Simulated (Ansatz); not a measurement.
InSe:
```xyz
8
Lattice="4.0271 0.0000 0.0000 -2.0135 3.4875 0.0000 0.0000 0.0000 17.0595" Properties=species:S:1:pos:R:3 pbc="T T T"
In     0.0000     2.3250     2.8701
In     2.0135     1.1625    11.3999
In     2.0135     1.1625    14.1893
In     0.0000     2.3250     5.6596
Se     0.0000     2.3250    10.1377
Se     2.0135     1.1625     1.6080
Se     2.0135     1.1625     6.9218
Se     0.0000     2.3250    15.4515
```

Relaxed with r²SCAN+D4. Special points in fractions of this cell's reciprocal vectors: Γ (0.000, 0.000, 0.000); M (0.500, 0.000, 0.000); K (0.333, 0.333, 0.000); A (0.000, 0.000, 0.500); L (0.500, 0.000, 0.500); H (0.333, 0.333, 0.500).

Task: List the band energies nearest the valence-band maximum at these points for r²SCAN+D4 in the plane-wave PAW code Ansatz.

Result: In eV from the valence-band maximum; about four levels below and three above (degenerate sets whole), none deeper than 8.9 eV; points with the same levels are listed once.

```
k                                below                above
-  -----------------------------------  -------------------
Γ         -1.25 -1.25 -1.17 -1.17 0.00       0.89 1.98 2.58
M              -2.12 -2.10 -1.97 -1.41       1.59 1.62 2.18
K              -2.12 -2.12 -1.74 -1.74  1.86 2.34 2.88 2.88
A  -1.20 -1.20 -1.20 -1.20 -0.76 -0.76  1.55 1.55 2.60 2.60
L              -2.17 -2.17 -1.69 -1.69  1.83 1.83 1.99 1.99
H              -2.33 -2.33 -1.62 -1.62  2.07 2.07 2.77 2.77
```

Space group P6_3/mmc. The cell was relaxed with r²SCAN+D4 under the symmetry of its start. Spin–orbit coupling is left out wherever it is not named.

Potentials: the later of the program's two PAW sets.
